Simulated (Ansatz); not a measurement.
# TiH: where the heat goes in a short trajectory

Level of theory: DFT PBEsol, scalar-relativistic, plane waves, PAW (Ansatz 0.2.0). Cutoff 420 eV, shifted (0.5, 0.5, 0.5 steps) 2×2×2 k-points, Fermi–Dirac smearing of 0.069 eV. The mesh is coarse. No spin polarisation.

16 atoms start on the lattice sites below (V = 148.9 Å³, 1.02 times the source cell's; static pressure -6.17 GPa, largest force component 0.00 eV/Å) with velocities drawn for 800 K; Nosé–Hoover thermostat aiming at the same temperature, fixed cell, 139 steps of 1 fs.

```
CELL_PARAMETERS angstrom
-4.20707 4.20707 0.00000
0.00000 4.20707 -4.20707
-4.20707 0.00000 -4.20707
ATOMIC_POSITIONS crystal
Ti 0.00000 0.50000 0.50000
Ti 0.00000 0.00000 0.50000
Ti 0.00000 0.50000 0.00000
Ti 0.00000 0.00000 0.00000
Ti 0.50000 0.50000 0.50000
Ti 0.50000 0.00000 0.50000
Ti 0.50000 0.50000 0.00000
Ti 0.50000 0.00000 0.00000
H 0.25000 0.75000 0.75000
H 0.25000 0.25000 0.75000
H 0.25000 0.75000 0.25000
H 0.25000 0.25000 0.25000
H 0.75000 0.75000 0.75000
H 0.75000 0.25000 0.75000
H 0.75000 0.75000 0.25000
H 0.75000 0.25000 0.25000
```

| t (fs) | T (K) | kinetic energy (meV/atom) | potential energy over the first frame (meV/atom) | P with the kinetic part (GPa) |
| --- | --- | --- | --- | --- |
| 0.0 | 800 | 96.9 | 0.0 | -4.98 |
| 10.0 | 362 | 43.9 | 53.5 | -3.23 |
| 20.0 | 528 | 64.0 | 33.7 | -4.02 |
| 30.0 | 346 | 41.9 | 56.6 | -2.74 |
| 40.0 | 274 | 33.2 | 66.5 | -2.69 |
| 50.0 | 197 | 23.9 | 77.2 | -2.75 |
| 60.0 | 451 | 54.6 | 48.6 | -3.09 |
| 70.0 | 395 | 47.9 | 58.7 | -2.55 |
| 80.0 | 493 | 59.8 | 51.2 | -3.22 |
| 90.0 | 554 | 67.2 | 48.5 | -3.06 |
| 100.0 | 617 | 74.8 | 45.3 | -3.25 |
| 110.0 | 505 | 61.2 | 63.0 | -2.99 |
| 120.0 | 538 | 65.2 | 61.9 | -2.80 |
| 130.0 | 429 | 52.0 | 78.0 | -2.01 |

T counts 3N − 3 degrees of freedom. Means over every step of the second half, not only the rows shown: T = 510 K, kinetic energy 61.8 meV/atom, potential energy 59.1 meV/atom, P = -2.83 GPa.

Problem. Does the potential energy follow equipartition for harmonic vibrations?

Solution. In a harmonic crystal each vibration holds as much potential as kinetic energy on average, here 61.8 meV/atom. The run has 59.1, a ratio of 0.96. That is near one, as for a crystal vibrating about its sites. The time step adds a little: a Verlet scheme lowers a mode's mean kinetic energy against its potential energy by the factor 1 − (ωΔt)²/4. So short a run gives a rough mean. T is still well under the temperature that the thermostat aims for. Electronic entropy is part of the potential energy at this smearing.

Problem. Split the rise of pressure into the kinetic part and the rest. Can a thermal Grüneisen parameter be estimated?

Solution. The program counts the kinetic part as N k_B T/V = 0.76 GPa. The pressure lies 3.34 GPa over the static one in all, so the forces add 2.58 GPa. For a harmonic mode with ω ∝ V^(−γ) and an amplitude that scales with the cell, the forces add (2γ − 2/3)U/V, which needs no equipartition; when U equals the kinetic energy K, this and the kinetic part 2K/(3V) sum to the Mie–Grüneisen γE_th/V. With U = N × 59.1 meV, γ = 1/3 + V ΔP_forces/(2U) = 1.60, for harmonic vibrations a mean over the modes weighted by their potential energy, for uniform scaling of the cell (in a layered or otherwise anisotropic crystal this differs from γ under hydrostatic pressure). Most solids fall between 1 and 3, and tetrahedral, framework and layered ones often lower; anharmonic motion and pressure swings in a cell of 16 atoms make this value uncertain by tenths or more.

Cost: 1 run of about 4.9 core-minutes (earlier runs that led there not counted), on Intel Xeon Platinum 8488C (Sapphire Rapids) (shared hosts).